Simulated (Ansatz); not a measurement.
Ba3TaGa3Si2O14 — 17O NMR of the central transition

Cell: a structure deposited in the COD, its atoms then relaxed with PBE in this cell.

```cif
data_Ba3TaGa3Si2O14
_symmetry_space_group_name_H-M 'P321'
_symmetry_Int_Tables_number 150
_cell_length_a 8.5150
_cell_length_b 8.5150
_cell_length_c 5.1920
_cell_angle_alpha 90.000
_cell_angle_beta 90.000
_cell_angle_gamma 120.000
loop_
_atom_site_label
_atom_site_type_symbol
_atom_site_symmetry_multiplicity
_atom_site_Wyckoff_symbol
_atom_site_fract_x
_atom_site_fract_y
_atom_site_fract_z
Ba Ba 3 e 0.4320 0.0000 0.0000
Ta Ta 1 a 0.0000 0.0000 0.0000
Ga Ga 3 f 0.7456 0.0000 0.5000
Si Si 2 d 0.3333 0.6667 0.4779
O10 O 2 d 0.3333 0.6667 0.7867
O12 O 6 g 0.4736 0.2980 0.6516
O18 O 6 g 0.2186 0.1037 0.2261
```

One atom of each set is listed.

All values are calculated (Ansatz; DFT, PBE, plane waves and PAW, with spin–orbit coupling, 420 eV cutoff, Γ-centred 4×4×5 k-points, Fermi–Dirac smearing 0.02 eV), not measured.

17O has I = 5/2 and Q = -25.58 mb (Pyykkö 2018); at 28.2 T its Larmor frequency is ν₀ = 162.8 MHz. Only the quadrupole interaction is simulated: positions count from each site's isotropic chemical shift, and J coupling is left out, as are shift anisotropy and dipolar coupling, which fast spinning averages.

Simulated pattern of one O site (fast magic-angle spinning, Gaussian broadening 0.02 kHz):

(offset (kHz), height): (-0.6301, 0), (-0.6053, 4), (-0.5804, 6), (-0.5555, 6), (-0.5307, 6), (-0.5058, 6), (-0.4809, 7), (-0.4561, 7), (-0.4312, 7), (-0.4064, 10), (-0.3815, 77), (-0.3566, 74), (-0.3318, 53), (-0.3069, 47), (-0.2820, 44), (-0.2572, 43), (-0.2323, 43), (-0.2075, 44), (-0.1826, 47), (-0.1577, 53), (-0.1329, 64), (-0.1080, 100), (-0.0831, 83), (-0.0583, 1)

Task: Which |C_Q| and η does the pattern imply?

Result: The pattern spans 0.522 kHz before broadening and its centre of gravity is at -0.244 kHz, which fixes P_Q; the places of the horns and steps fix η. That gives P_Q = 2.57 MHz, |C_Q| = 2.57 MHz and η = 0.00, the values that the calculation gives site O10 (1 Si at 1.60 Å; also 3 Ba at 2.76 Å). The other sites have |C_Q| = 4.53, 4.24 MHz. The sign of C_Q can't be read from the pattern.

An axis of threefold or higher order runs through O10, so V_zz lies along it and η is zero.
